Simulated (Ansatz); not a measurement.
# LaZn: pressure against volume

A database entry relaxed whole under r2SCAN (Pm-3m):

```
CELL_PARAMETERS angstrom
3.75821 0.00000 0.00000
0.00000 3.75821 0.00000
0.00000 0.00000 3.75821
ATOMIC_POSITIONS crystal
La 0.50000 0.50000 0.50000
Zn 0.00000 0.00000 0.00000
```

The cell was scaled uniformly, its shape held, and the atoms relaxed at each volume with plane-wave PAW DFT (Ansatz 0.2.0; r2SCAN, 500 eV, 9×9×9 Γ-centred mesh, fermi-dirac occupations of width 0.100 eV; no spin, no spin-orbit coupling). One row is withheld.

```json
{"volume (Å³/atom)": "24.948", "energy over the lowest (meV/atom)": "15.2", "pressure (GPa)": "3.35"}
{"volume (Å³/atom)": "25.479", "energy over the lowest (meV/atom)": "6.4", "pressure (GPa)": "2.12"}
{"volume (Å³/atom)": "26.010", "energy over the lowest (meV/atom)": "?", "pressure (GPa)": "?"}
{"volume (Å³/atom)": "26.541", "energy over the lowest (meV/atom)": "0.0", "pressure (GPa)": "-0.03"}
{"volume (Å³/atom)": "27.072", "energy over the lowest (meV/atom)": "1.8", "pressure (GPa)": "-0.95"}
{"volume (Å³/atom)": "27.602", "energy over the lowest (meV/atom)": "6.6", "pressure (GPa)": "-1.79"}
{"volume (Å³/atom)": "28.133", "energy over the lowest (meV/atom)": "14.0", "pressure (GPa)": "-2.56"}
```

Q: Fit the pressures of the other rows to the third-order Birch-Murnaghan form.

A: With f = [(V₀/V)^(2/3) − 1]/2 and P = 3B₀f(1 + 2f)^(5/2)[1 + 3(B₀′ − 4)f/2], least squares gives V₀ = 26.53 Å³ an atom, B₀ = 48.6 GPa and B₀′ = 3.8; the rows miss the fit by less than 0.01 GPa. The slope of the energies differs from these pressures by 0.06 GPa, since they are taken to zero smearing while pressures follow the free energy.

Q: What does the withheld row hold?

A: The fit gives 0.99 GPa at 26.010 Å³; the run gave 0.99 GPa and 1.4 meV an atom.

Caveats: the shape of the cell was held; 0 K, fixed nuclei; the symmetry was kept, and this need not be the phase that is stable at 0 K; one mesh for all volumes; pressure is positive in compression.
